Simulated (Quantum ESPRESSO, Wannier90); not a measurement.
**Wannier functions of Ir (fcc (Cu type))**

```xyz
1
Lattice="0.0000 1.9270 1.9270 1.9270 0.0000 1.9270 1.9270 1.9270 0.0000" Properties=species:S:1:pos:R:3 pbc="T T T"
Ir     0.0000     0.0000     0.0000
```

Cell from Materials Project (mp-101), symmetrised, no further relaxation. This is the element's usual structure. Computed values, not measurements, from PBEsol: Quantum ESPRESSO (norm-conserving PseudoDojo potentials, cutoff 55 Ry, no spin polarisation, no spin-orbit coupling) on a Γ-centred 12×12×12 mesh, then Wannier90. Density: 18×18×18 mesh, cold smearing 0.01 Ry. Spin-orbit coupling is left out although heavy elements are present.

A tight-binding model is made by disentanglement and projection with no localisation steps (num_iter = 0), so the 9 orbitals stay atom-like: hydrogen-like Ir: s;p;d, axes along x, y, z; frozen window up to 1.50 eV relative to the Fermi level. It follows pw.x to 2.8 meV rms for states up to 1.0 eV relative to the Fermi level. Matrix elements depend on this choice of orbitals and windows.

Q: What are the on-site energies relative to the Fermi level, and how fast do the hoppings decay?

A: 
| atom | orbitals | energy (eV) |
|---|---|---|
| Ir1 | s | 4.93 |
| Ir1 | pz px py | 13.51 |
| Ir1 | dz2 dx2-y2 | -2.41 |
| Ir1 | dxz dyz dxy | -2.46 |

| distance of the centres (Å) | largest modulus (eV) |
|---|---|
| 2–3 | 2.1 |
| 3–4 | 0.36 |
| 4–5 | 0.21 |
| 5–6 | 0.043 |
| 6–7 | 0.100 |
| 7–8 | 0.017 |
| 8–9 | 0.029 |
| 9–10 | 0.011 |
| 10–11 | 0.0063 |
| 11–12 | 0.0056 |
| 12–13 | 0.0015 |
